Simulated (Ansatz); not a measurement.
BeS:
```cif
data_Be3S3
_chemical_formula_sum 'Be3 S3'
_space_group_name_H-M_alt 'P 1'
_space_group_IT_number 1
_cell_length_a 3.43704
_cell_length_b 3.43704
_cell_length_c 7.80495
_cell_angle_alpha 90.000
_cell_angle_beta 90.000
_cell_angle_gamma 120.000
loop_
_space_group_symop_operation_xyz
  'x, y, z'
loop_
_atom_site_label
_atom_site_type_symbol
_atom_site_fract_x
_atom_site_fract_y
_atom_site_fract_z
_atom_site_occupancy
Be1 Be 0.50000 0.00000 0.00000 1
Be2 Be 0.00000 0.50000 0.33333 1
Be3 Be 0.50000 0.50000 0.66667 1
S1 S 0.50000 0.00000 0.50000 1
S2 S 0.00000 0.50000 0.83333 1
S3 S 0.50000 0.50000 0.16667 1
```

Relaxed with r²SCAN+D4. DFT-r²SCAN+D4 in the program Ansatz with PAW potentials gives a gap of 3.15 eV.

**Question.** What gap does HSE06 give on the same cell (Ansatz, PAW)?

**Answer.** 3.57 eV, 0.41 eV more. The hybrid was solved on a coarser mesh and at special points; its gap is the smallest among all of these.

```json
[
 {"k": "Γ", "v1 r²SCAN+D4": "0.00", "c1 r²SCAN+D4": "4.68", "v1 HSE06": "0.00", "c1 HSE06": "5.10"},
 {"k": "A", "v1 r²SCAN+D4": "-0.38", "c1 r²SCAN+D4": "4.15", "v1 HSE06": "…", "c1 HSE06": "…"},
 {"k": "K", "v1 r²SCAN+D4": "-1.76", "c1 r²SCAN+D4": "4.51", "v1 HSE06": "…", "c1 HSE06": "…"},
 {"k": "H", "v1 r²SCAN+D4": "-1.22", "c1 r²SCAN+D4": "4.91", "v1 HSE06": "…", "c1 HSE06": "…"},
 {"k": "M", "v1 r²SCAN+D4": "-1.71", "c1 r²SCAN+D4": "3.16", "v1 HSE06": "-1.82", "c1 HSE06": "3.57"},
 {"k": "L", "v1 r²SCAN+D4": "-1.29", "c1 r²SCAN+D4": "3.68", "v1 HSE06": "…", "c1 HSE06": "…"}
]
```

**Question.** Top valence (v1) and lowest conduction level (c1) in eV from each method's valence maximum (which need not be a listed point): supply the withheld HSE06 values.

**Answer.** 
- K, v1 HSE06: -1.84
- K, c1 HSE06: 5.05
- A, v1 HSE06: -0.35
- A, c1 HSE06: 4.55
- H, v1 HSE06: -1.29
- H, c1 HSE06: 5.43
- L, v1 HSE06: -1.37
- L, c1 HSE06: 4.17

Cost on shared cores: the r²SCAN+D4 run (SCF on a 9×9×4 mesh, then bands and DOS) very roughly 90 core-seconds, the HSE06 run (SCF on 6×6×2, then a few points) very roughly 90 core-seconds; the tasks are unlike.

Space group P6_422. The start of the workflow was typed in or built on a structure type; neither database checked (COD, Materials Project) lists it. COD files the formula under space group No. 216, so this cell is another polymorph or a model. Whether it is the stable phase at ambient conditions was not checked. Symmetry was held in the r²SCAN+D4 relaxation; whether a distortion lowers the energy is not shown.

Potentials: the later of the program's two PAW sets.
